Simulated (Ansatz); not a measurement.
InAg2 (cubic Laves (MgCu2 type), Fd-3m) under volume change, r²SCAN in the plane-wave PAW code Ansatz, scaled uniformly.

| V (Å³/atom) | E − E(relaxed) (meV/atom) | P (GPa) |
|---|---|---|
| 18.260 | 45.8 | 9.03 |
| 18.862 | 18.9 | 5.40 |
| 19.464 | 4.4 | 2.43 |
| 20.066 | 0.0 | 0.00 |
| 20.668 | 3.9 | -2.01 |
| 21.270 | 14.6 | -3.64 |
| 21.872 | 30.9 | -4.96 |

Q: What does a third-order Birch–Murnaghan fit give for V₀, B₀ and B′?

A: V₀ = 20.06 Å³/atom, B₀ = 73.5 GPa, B′ = 5.6.

A made-up cell: these elements were put on the sites of a structure type; neither database checked (COD, Materials Project) lists it. Whether it is the stable phase at ambient conditions was not checked. Symmetry was held in the r²SCAN relaxation; whether a distortion lowers the energy is not shown. The run is not spin-polarised.

Potentials: the earlier of the program's two PAW sets.
